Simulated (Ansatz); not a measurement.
BaTiO3:
```xyz
5
Lattice="3.9270 0.0000 0.0000 0.0000 3.9270 0.0000 0.0000 0.0000 3.9745" Properties=species:S:1:pos:R:3 pbc="T T T"
Ba     1.9635     1.9635     2.3034
Ti     0.0000     0.0000     0.3646
O      0.0000     1.9635     0.2589
O      1.9635     0.0000     0.2589
O      0.0000     0.0000     2.2196
```

Relaxed with LDA. Special points in fractions of this cell's reciprocal vectors: Γ (0.000, 0.000, 0.000); X (0.000, 0.500, 0.000); M (0.500, 0.500, 0.000); Z (0.000, 0.000, 0.500); R (0.000, 0.500, 0.500); A (0.500, 0.500, 0.500).

Problem. List the band energies nearest the valence-band maximum at these points for plane-wave PAW LDA (Ansatz code).

Solution. In eV from the valence-band maximum; about four levels below and three above (degenerate sets whole), none deeper than 8.9 eV; points with the same levels are listed once.

```json
[
 {"k": "Γ", "below": "-1.28 -0.26 -0.24 -0.24", "above": "1.85 2.10 2.10"},
 {"k": "X", "below": "-1.94 -1.79 -0.96 -0.83", "above": "2.22 3.76 3.81"},
 {"k": "M", "below": "-1.74 -0.89 -0.89 -0.05", "above": "3.84 3.84 4.25"},
 {"k": "Z", "below": "-2.01 -2.00 -2.00 -0.67 -0.67", "above": "1.99 3.77 3.77"},
 {"k": "R", "below": "-1.70 -0.87 -0.85 -0.17", "above": "3.80 3.80 4.20"},
 {"k": "A", "below": "-2.36 -2.36 -0.13 -0.13 0.00", "above": "4.49 4.49 4.51"}
]
```

Space group P4mm. Symmetry was held in the LDA relaxation. At this level the phase is dynamically unstable (imaginary phonons). The run is not spin-polarised. Scalar-relativistic: spin–orbit coupling is off unless named, which matters more the heavier the elements.

Potentials: the earlier of the program's two PAW sets.
